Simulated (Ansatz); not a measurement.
**Kick test of a cell of BRu4**

The cell was found from a structure generator's guess, not taken from experiment.

The calculation used DFT PBE, scalar-relativistic, plane waves, PAW in Ansatz 0.2.0. Plane waves to 420 eV, a k mesh through Γ of 10×10×10 on the computed 5-atom cell and Gaussian smearing (0.10 eV); no spin polarisation.

The cell below (5 atoms, space group Pm-3m (No. 221)) is relaxed within its symmetry.

```
CELL_PARAMETERS angstrom
4.02199 0.00000 0.00000
0.00000 4.02199 0.00000
0.00000 0.00000 4.02199
ATOMIC_POSITIONS crystal
B 0.00000 0.00000 0.00000
Ru 0.50000 0.00000 0.00000
Ru 0.00000 0.50000 0.00000
Ru 0.00000 0.00000 0.50000
Ru 0.50000 0.50000 0.50000
```

For the test a repeat of it with 10 atoms (edges 4.02, 4.02, 8.04 Å) was strained at random (σ = 1.5 % a component), the atoms were moved at random (σ = 0.05 Å), and all was relaxed again on a coarse 6×6×4 mesh (in the run’s order of axes) with 0.20 eV smearing, with no symmetry imposed.

**Question.** What happens?

**Answer.** It returns, within 1 meV/atom of the unmoved cell on that mesh and with the same symmetry when read at 0.1 Å (P1 at 0.01 Å, so small strains and shifts remain). So it is stable against the distortions that fit this cell and that this random move excites. Modes that don't fit the cell aren't tested.
